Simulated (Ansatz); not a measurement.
C:
Space group P6₃/mmc (No. 194); a = 2.4448 Å, b = 2.4448 Å, c = 6.6711 Å, α = 90.00°, β = 90.00°, γ = 120.00°

| atom | site | symmetry | x | y | z |
|---|---|---|---|---|---|
| C | 2b | -6m2 | 0.0000 | 0.0000 | 0.2500 |
| C | 2c | -6m2 | 0.3333 | 0.6667 | 0.2500 |

Relaxed at zero pressure with DFT-LDA in the program Ansatz with PAW potentials.

### Question
The volume is lowered by 9 % and shape and atoms relax at that volume. What pressure results, and how do the axes share the change?

### Answer
4.5 GPa; a -0.3 %, b -0.3 %, c -8.4 %; the energy rises by 9 meV/atom.

### Question
Give the new structure.

### Answer

Space group P6₃/mmc (No. 194); a = b = 2.4367 Å, c = 6.1112 Å, α = β = 90.00°, γ = 120.00°

```json
[
 {"atom": "C", "site": "2b", "symmetry": "-6m2", "x": "0.0000", "y": "0.0000", "z": "0.2500"},
 {"atom": "C", "site": "2c", "symmetry": "-6m2", "x": "0.3333", "y": "0.6667", "z": "0.2500"}
]
```

The phase is kept; no other phase was compared at this pressure.

Space group P6_3/mmc (graphite). Symmetry was held in the LDA relaxation. A crystal of weakly bound layers computed without a dispersion correction: the cell and the soft elastic constants depend strongly on that.

Potentials: the later of the program's two PAW sets.
